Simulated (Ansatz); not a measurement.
MgTe:
```
MgTe
1.0
    0.00000     3.18427     3.18427
    3.18427     0.00000     3.18427
    3.18427     3.18427     0.00000
Mg Te
1 1
Direct
  0.00000   0.00000   0.00000
  0.25000   0.25000   0.25000
```

Cartesian axes are those of the cell as given.

**Question.** Give the proper piezoelectric stress tensor with relaxed ions from LDA in the plane-wave PAW code Ansatz.

**Answer.** In C/m², rows x, y, z, Voigt columns; mesh uncertainty up to 0.00.
```
0.00  0.00  0.00  0.15  0.00  0.00
0.00  0.00  0.00  0.00  0.15  0.00
0.00  0.00  0.00  0.00  0.00  0.15
```

The elastic tensor of the same run (GPa):

```json
[
 {"": "1", "1": "48.4", "2": "33.9", "3": "33.9", "4": "0.0", "5": "0.0", "6": "0.0"},
 {"": "2", "1": "33.9", "2": "48.4", "3": "33.9", "4": "0.0", "5": "0.0", "6": "0.0"},
 {"": "3", "1": "33.9", "2": "33.9", "3": "48.4", "4": "0.0", "5": "0.0", "6": "0.0"},
 {"": "4", "1": "0.0", "2": "0.0", "3": "0.0", "4": "17.4", "5": "0.0", "6": "0.0"},
 {"": "5", "1": "0.0", "2": "0.0", "3": "0.0", "4": "0.0", "5": "17.4", "6": "0.0"},
 {"": "6", "1": "0.0", "2": "0.0", "3": "0.0", "4": "0.0", "5": "0.0", "6": "17.4"}
]
```

**Question.** Convert to strain constants d = e·S.

**Answer.** In pC/N:
```
0.0  0.0  0.0  8.5  0.0  0.0
0.0  0.0  0.0  0.0  8.5  0.0
0.0  0.0  0.0  0.0  0.0  8.5
```

Space group F-43m (zinc blende). The cell was relaxed with LDA under the symmetry of its start; of distortions, only those at the zone centre were tested. Scalar-relativistic: spin–orbit coupling is off unless named, which matters more the heavier the elements.

Potentials: the later of the program's two PAW sets.
